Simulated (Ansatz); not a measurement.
## Sb: input and output

The input, for Ansatz 0.2.0 (plane waves, PAW):

```yaml
crystal:
  lattice:
    - [6.4437, 3.635662, -0.102032]
    - [-1.98126, 5.873362, -3.521594]
    - [-2.223232, 1.239812, 3.768599]
  atoms:
    - { symbol: Sb, position: [0.112812, 0.311085, 0.00888] }
    - { symbol: Sb, position: [0.10944, 0.827222, 0.558199] }
    - { symbol: Sb, position: [0.61405, 0.060135, 0.749001] }
    - { symbol: Sb, position: [0.621697, 0.565709, 0.302309] }
    - { symbol: Sb, position: [0.379859, 0.421326, 0.750471] }
    - { symbol: Sb, position: [0.410444, 0.882863, 0.192174] }
    - { symbol: Sb, position: [0.874202, 0.175043, 0.49149] }
    - { symbol: Sb, position: [0.887201, 0.648181, 0.986055] }
kpoints:
  mp_grid: { grid: [3, 3, 4], shift: [0.5, 0.5, 0.0] }
magnetization:
  spin_polarized: false
scf:
  occupations: { method: fermi_dirac }
  lower_state_search: "off"
  max_iter: 200
hamiltonian:
  pseudopotentials: { kind: paw }
  xc: mr2scan
basis:
  ecutwfc: 500
  fft_grid_basis: typed
output:
  forces: true
  stress: true
  eigenvalues: true
  bader: true
  populations: true
  elf: true
  write_potential: true
  volumetric_format: npy
  dos:
    e_range: [-12, 8]
    de: 0.05
    projected: { site_lists: { Sb: [Sb] } }
checkpoint:
  read: saved_state
```

The saved state is an earlier solution for the same cell, perhaps on another mesh. 

Parts of the output:

```
Pseudopotentials: kind: paw
Pseudopotential: Sb, paw, valence charge 15, recommended cutoff 500 eV (meta_gga), Sb.paw.azcp
Functional definition: m-r2SCAN
  exchange = m_r2scan_x
  correlation = m_r2scan_c
Crystal: 8 atoms, lattice volume = 225.290 Å³
Basis set: ecut = 500 eV, 5711 PW (Γ), exchange–correlation on 216×216×144 points (64 copies of the dense FFT grid, shifted against one another)
Bands: 72, of which v1, the nominal top of the filled ones, is band 60 counted from 1 (59 counted from 0)
Symmetry: 1 space group operations
Space group: P1 (ITA 1), of the structure as read, at distance tolerance 6.1e-5 Å
k-points: 19 of 36 (time reversal used)
Initial density: read from a saved state, or passed on in memory by an earlier SCF of this step, an earlier step, the calling program or the single point that the run made first
Functional: x = mr2scan, c = mr2scan; τ floored in thin density (d = 2e-4 eV/Å³)
SCF iter   1: F=-51991.2540 eV  Δρ=4.20e-4  dr2=3.16e-4  dr2_τ=1.08e-4
SCF iter   2: F=-51991.2541 eV  Δρ=2.37e-4  dr2=1.05e-4  dr2_τ=2.70e-6
SCF iter   3: F=-51991.2541 eV  Δρ=4.07e-5  dr2=4.30e-6  dr2_τ=2.31e-7
SCF iter   4: F=-51991.2542 eV  Δρ=1.37e-5  dr2=3.51e-7  dr2_τ=1.14e-8
SCF iter   5: F=-51991.2542 eV  Δρ=2.97e-6  dr2=4.57e-8  dr2_τ=1.46e-9
Free energy (F): -51991.2542 eV
Harris-Foulkes:  -51991.2542 eV  (|F-HF|=2.53e-8)
Internal energy: -51991.2030 eV  (E = F + TS)
E sigma→0 (E₀):  -51991.2286 eV
Entropy (-TS):   -0.0512 eV (-6.406 meV/atom)
Fermi energy:    10.9804 eV
--- Per-component energies (eV) ---
  E_band       = -1329.5329
  E_kinetic    = 1663.2048
  E_local      = -12491.8230  (includes V_loc(G=0)·N_el)
  E_nonlocal   = 2907.8807
  E_hartree    = 5711.2691
  E_xc         = -1023.5625
  E_vxc        = -828.7654  (∫ρ·V_xc dr)
  E_paw        = -36817.8974  (= ΣΔE_a)
  E_vpaw       = -4058.0872  (= ΣTr[D̂ρ^β])
  E_aug_tail   =  0.0000  (compensation charges beyond the density's cutoff)
  E_vtau       = 55.5153  (kinetic-family band-sum trace: ∫τ·v_τ [+ j·A + Jᵃ·Aᵃ] dr)
  E_ewald      = -11944.3229
  E_core_change = 4.0483  (= ΣΔE_core)
  E_smearing   = -0.0512  (= −TS)
--- Forces (eV/Å), atoms counted from 1 ---
  atom   1  Sb     0.6116     0.2147     1.7296
  atom   2  Sb     0.8612    -0.7446     0.1193
  atom   3  Sb    -0.5023    -0.1537     0.7782
  atom   4  Sb     1.8460    -1.2936     1.9746
  atom   5  Sb     0.4533    -0.1976    -0.6166
  atom   6  Sb    -3.1948     1.5490    -1.9907
  atom   7  Sb     0.5838    -0.6384    -1.0106
  atom   8  Sb    -0.6588     1.2642    -0.9838
--- Stress (GPa, compression-positive) ---
       11.1903      -3.4821       6.0677
       -3.4821       7.9623      -2.9458
        6.0677      -2.9458       8.9627
  P = ⅓ Tr σ = 9.3718 GPa (93.718 kbar)
--- Löwdin populations: 8 sites ---
  site symbol       q [e]
     0     Sb     14.9547
     1     Sb     14.9928
     2     Sb     14.9649
     3     Sb     14.9133
     4     Sb     14.9678
     5     Sb     14.9526
     6     Sb     14.9242
     7     Sb     14.9715
  spilling = 0.0030 (of n_electrons = 120.0000)
--- Bader charges: 8 sites ---
  site symbol  charge [e]  shift [e]
     0     Sb     -0.0064     0.0000
     1     Sb     -0.0145     0.0000
     2     Sb     -0.0070     0.0000
     3     Sb      0.0239     0.0000
     4     Sb     -0.0008     0.0000
     5     Sb     -0.0006     0.0000
     6     Sb      0.0186     0.0000
     7     Sb     -0.0132     0.0000
```

Origin: a strained cell with displaced atoms, so it need not be a known compound. Caveats: the k mesh is coarse if the cell is a metal; atoms or cell far from equilibrium; m-r2SCAN is r2SCAN with a changed spin dependence that lowers moments.
